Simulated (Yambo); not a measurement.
G0W0@PBEsol for NaBH4 (space group P-42_1c, No. 114) in Yambo. Reference settings: 4×4×2 Γ-centred k mesh, bands 3 to 191 and a 8 Ry block in the screening, 191 bands in G with the Bruneval-Gonze terminator, plasmon pole fitted at 27.2 eV. The PBEsol gap Γ → Γ on this mesh is 6.24 eV; G0W0 gaps are taken between the same points.

The settings were changed. The gap went from 9.19 eV to 9.08 eV, and the shift of the valence edge from -1.88 eV to -1.46 eV.

### Question
Which change was made?
(A) 121 bands in W, 121 bands in G
(B) 121 bands in G
(C) 68 bands in G, no terminator
(D) 7 Ry block

### Answer
C, 68 bands in G, no terminator. The others gave (gap, valence shift): 121 bands in W, 121 bands in G: 9.17, -1.80 eV; 7 Ry block: 9.16, -1.86 eV; 121 bands in G: 9.19, -1.87 eV. In the run with 191 bands and a 8 Ry block, which covers more k points, the smallest G0W0 gap is 9.16 eV, Γ → M.

Geometry of the Materials Project entry, not relaxed at this level; primitive cell a = b = 4.2763 Å, c = 5.7988 Å, α = β = γ = 90.00°.

The structure is a Materials Project entry; no match was found in the copy of COD used, and its stability was not checked.

A shift is the quasiparticle energy of the state minus its PBEsol energy.
